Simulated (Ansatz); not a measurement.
Data:

Ga:
```
Ga
1.0
    2.29025    -3.87133     0.00000
    2.29025     3.87133     0.00000
    0.00000     0.00000     4.58333
Ga
4
Cartesian
  2.29025  -1.21040   1.91427
  2.29025   1.21040   2.66906
  2.29025  -2.66093   4.20593
  2.29025   2.66093   0.37740
```

This is the PBE-relaxed structure.

Problem. All from PBE in the plane-wave PAW code Ansatz, unless another level is named. Predict the density of states at the Fermi level.

Solution. 0.17 states/eV per atom (mean over ±0.08 eV).

Problem. Give the gap with spin–orbit coupling.

Solution. none (metallic).

Space group Cmce (α-Ga). Symmetry was held in the PBE relaxation. Spin–orbit coupling is left out wherever it is not named.

Potentials: the later of the program's two PAW sets.
